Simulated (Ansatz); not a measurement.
# K2TeCl6, a database entry at a rescaled volume

```
Te K Cl
1.0
     0.00000    7.17702    0.00000
     7.17702    0.00000    0.00000
     3.58851    3.58851   -5.07497
Te K Cl
1 2 6
Direct
  0.00000 0.00000 0.00000
  0.25000 0.75000 0.50000
  0.75000 0.25000 0.50000
  0.25000 0.25000 0.50000
  0.75000 0.75000 0.50000
  0.25100 0.25100 0.00000
  0.25100 0.74900 0.00000
  0.74900 0.74900 0.00000
  0.74900 0.25100 0.00000
```

Method: r2SCAN, no spin polarisation; PAW, plane waves to 500 eV, 5×5×5 Γ-centred mesh, fermi-dirac occupations (width 0.1 eV) (Ansatz 0.2.0), atoms fixed.

Question: Metal or insulator? Give the gap.

Answer: The gap is 2.68 eV, indirect (the least direct gap found is 2.94 eV).

Question: What does the stress say?

Answer: The pressure is 0.1 GPa (compression positive), so with the atoms held at these fractions the cell is close to zero pressure.

Question: Is it stable against the elements?

Answer: -1.44 eV an atom against the elements' usual phases (free molecules for gases, crystals otherwise, with no correction for O₂ or N₂), so it is bound against them; other compounds may still compete. Relaxing would lower it.

Question: What do density and ELF say about some of the short contacts?

Answer: Te–Cl at 2.54 Å: least valence density 0.49 e/Å³ and ELF 0.49 there. K–Cl at 3.59 Å: least valence density 0.03 e/Å³ and ELF 0.01 there, so no covalent bond. These are pseudo-fields; inside the PAW spheres they differ from the all-electron ones.

Question: Which element gives electrons and which takes them?

Answer: Bader charges in e: K +0.91, Te +1.82, Cl -0.61. In the mean Te gives up most and Cl takes most.

Origin: a database entry at a rescaled volume. Caveats: no spin-orbit coupling, which can shift this gap by tenths of an eV.
